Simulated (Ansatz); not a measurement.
KI:
```cif
data_I4K4
_chemical_formula_sum 'K4 I4'
_space_group_name_H-M_alt 'Fm-3m'
_space_group_IT_number 225
_space_group_name_Hall '-F 4 2 3'
_cell_length_a 7.18232
_cell_length_b 7.18232
_cell_length_c 7.18232
_cell_angle_alpha 90.000
_cell_angle_beta 90.000
_cell_angle_gamma 90.000
loop_
_atom_site_label
_atom_site_type_symbol
_atom_site_symmetry_multiplicity
_atom_site_Wyckoff_symbol
_atom_site_fract_x
_atom_site_fract_y
_atom_site_fract_z
_atom_site_occupancy
K1 K 4 a 0.00000 0.00000 0.00000 1
I1 I 4 b 0.50000 0.50000 0.50000 1
```
(The calculation used a cell of 2 atoms; values per cell refer to that cell.)

This is the PBE-relaxed structure.

Question: All from DFT-PBE in the program Ansatz with PAW potentials, unless another level is named. Give the zero-point energy.

Answer: 12.7 meV/atom.

Question: Give the bulk modulus (Birch–Murnaghan fit).

Answer: 10.6 GPa.

Question: Next, the highest zone-centre frequency (without LO–TO term)?

Answer: 88 cm^-1.

The cell was relaxed with PBE under the symmetry of its start; phonons on a q-mesh show no instability. Spin–orbit coupling is left out wherever it is not named.

Potentials: the later of the program's two PAW sets.
